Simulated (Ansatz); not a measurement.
Problem. Name crystals whose computed values (LDA (plane waves, PAW; program Ansatz)) fall in these windows: G_Hill (GPa) 120 to 140; highest Γ mode, no LO–TO term (cm⁻¹) 310 to 390.

Solution. 

```json
[
 {"crystal": "AlCo, CsCl type", "G_Hill (GPa)": "125", "highest Γ mode, no LO–TO term (cm⁻¹)": "346"},
 {"crystal": "AlOs, CsCl type", "G_Hill (GPa)": "135", "highest Γ mode, no LO–TO term (cm⁻¹)": "330"},
 {"crystal": "SiNi3, Cu3Au type", "G_Hill (GPa)": "127", "highest Γ mode, no LO–TO term (cm⁻¹)": "345"},
 {"crystal": "TaP, P-6m2 (Ta on 1e, P on 1b)", "G_Hill (GPa)": "138", "highest Γ mode, no LO–TO term (cm⁻¹)": "372"}
]
```
Others may fit too.

Standing as an ambient phase not checked: AlOs, CsCl type; TaP, P-6m2 (Ta on 1e, P on 1b). Perhaps ordered models of mixed-site phases: AlOs, CsCl type. All cells were relaxed under the symmetry of their starts (and spin orders); stability against distortions was not tested throughout. Rows with no word on spin ran without spin polarisation. Spin–orbit coupling is left out wherever it is not named.

Potentials: the later of the program's two PAW sets.
